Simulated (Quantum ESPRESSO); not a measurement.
## Ag3PdRh2W2 in 6 site orders

These are calculations, not measurements. They come from Quantum ESPRESSO 7.5, a public plane-wave density functional program. Each row is one single-point run on a made-up periodic cell of eight metal atoms, with elements, volume, strain and displacements drawn at random and not relaxed, so a cell may be unstable or far from any real phase. There is no spin polarisation or spin-orbit coupling.

Settings: PBE unless stated; PseudoDojo standard norm-conserving files; Fermi-Dirac width 0.25 eV, which means electrons at about 2900 K; cutoff 1197 eV; 9 x 5 x 3 k mesh shifted half a step off Gamma. E is the free energy of the whole cell (internal energy minus TS), so a -TS column is already part of it. Stress is positive in tension, and the pressure P is minus a third of its trace.

Checks: one run of this series was repeated at a higher cutoff and on a denser mesh, which moved values by no more than 0.004 eV, 0.08 GPa and 0.006 eV/Å, and a second program with other atomic files agreed on it to 2 % rms in force and 0.5 GPa in pressure. Known limits: heavy elements are run without spin-orbit coupling, which real alloys of them have; a spin test at this wide smearing found no moment, but such smearing suppresses magnetism that the real alloy may have.

The lattice is hexagonal close-packed, and the cell vectors in Å are (2.790, -0.006, -0.012); (1.420, -2.303, -4.540); (1.399, 7.179, -4.686), a volume of 120.86 Å³. The runs put one composition on the same eight displaced sites in different orders. E is counted from run 1, and the rms force is over all 24 components. Nothing is relaxed, so E mixes bonding between neighbours with strain on unrelaxed sites, and it is not an ordering energy.

```
run  elements on sites 1 to 8  E (eV)  -TS (eV)  rms force (eV/Å)  largest force (eV/Å)  P (GPa)
  1     Pd Ag Rh Rh W Ag W Ag   0.000    -1.204             0.964                  2.58    15.30
  2     Pd Ag Rh W Ag W Ag Rh   1.706    -1.475             1.558                  4.61    16.14
  3     Ag Pd W Rh Rh Ag Ag W   0.389    -1.373             1.424                  3.78    14.92
  4     Ag Pd W Ag Ag W Rh Rh  -0.342    -1.240             1.190                  2.88    14.50
  5     Rh W W Ag Ag Pd Ag Rh   0.665    -1.290             1.333                  3.54        ?
  6     W Rh W Ag Ag Rh Ag Pd   0.398    -1.340             1.466                  4.38    15.26
```

## Worked fit

A straight line through the runs shown gives P = 14.92 + 0.71 E GPa with E in eV, an error of 0.19 on the slope and a scatter of 0.29 GPa. At this fixed volume the orders of higher energy tend to have the higher pressure.

## Withheld value

Question: what pressure should run 5 give?

The fit gives 15.39 ± 0.32 GPa. The calculation gave 14.51 GPa. This run lies off the fit by more than twice that error, so something that the fit leaves out matters here.
